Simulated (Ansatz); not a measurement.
# Zn₅S₃O₂: rattling a relaxed structure

The cell was found from a structure generator's guess, not taken from experiment.

These are results of DFT PBE, scalar-relativistic, plane waves, PAW (Ansatz 0.2.0), not measurements. Plane waves to 420 eV, a k mesh through Γ of 10×10×10 on the computed 10-atom cell and Gaussian smearing (0.02 eV); no spin polarisation.

The cell below (10 atoms, space group I-4m2 (No. 119)) is relaxed within its symmetry.

```yaml
crystal:
  lattice:
    - [-1.82473, 1.82473, 12.49371]
    - [1.82473, -1.82473, 12.49371]
    - [1.82473, 1.82473, -12.49371]
  atoms:
    - { symbol: Zn, position: [0.69309, 0.69309, 0.00000] }
    - { symbol: Zn, position: [0.11451, 0.11451, 0.00000] }
    - { symbol: Zn, position: [0.50000, 0.50000, 0.00000] }
    - { symbol: Zn, position: [0.88549, 0.88549, 0.00000] }
    - { symbol: Zn, position: [0.30691, 0.30691, 0.00000] }
    - { symbol: S, position: [0.05731, 0.55731, 0.50000] }
    - { symbol: S, position: [0.44269, 0.94269, 0.50000] }
    - { symbol: S, position: [0.25000, 0.75000, 0.50000] }
    - { symbol: O, position: [0.84628, 0.34628, 0.50000] }
    - { symbol: O, position: [0.65372, 0.15372, 0.50000] }
```

For the test it was strained at random (σ = 1.5 % a component), the atoms were moved at random (σ = 0.15 Å), and all was relaxed again on a coarse 4×4×4 mesh (in the run’s order of axes) with 0.10 eV smearing, with no symmetry imposed.

**Question.** Is the structure stable against such a distortion?

**Answer.** It returns, within 1 meV/atom of the unmoved cell on that mesh and with the same symmetry when read at 0.1 Å (F222 at 0.01 Å, so small strains and shifts remain). No instability shows in this cell; modes of other wave vectors, which need another repeat, aren't tested.
